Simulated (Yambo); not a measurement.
SnS2 (CdI2 type, space group P-3m1, No. 164); a = b = 3.671 Å, c = 5.799 Å, α = β = 90.00°, γ = 120.00°. With the G0W0 scissor the direct gap on the mesh is 2.64 eV. Axes are Cartesian, with cell vectors (Å) (3.67, 0.00, 0.00), (-1.84, 3.18, 0.00), (0.00, 0.00, 5.80).

**Question.** Can the lowest exciton of this BSE run be trusted, and with what binding energy? (Yambo, PBE bands; 9×9×4 mesh, 5 valence and 4 conduction bands, static screening with 44 bands and a 4 Ry block, scissor 0.96 eV, Tamm-Dancoff.)

**Answer.** No. The lowest state covers only about 1 of the 324 k points, so the mesh doesn't resolve it: its energy and its distance from the direct gap are mesh artefacts. An extended exciton needs a far denser mesh. The scissor comes from a G0W0 run whose convergence isn't established. Spin-orbit splittings are left out.

Geometry relaxed with PBE+D3(BJ).

The potentials are those of PseudoDojo's stringent table.
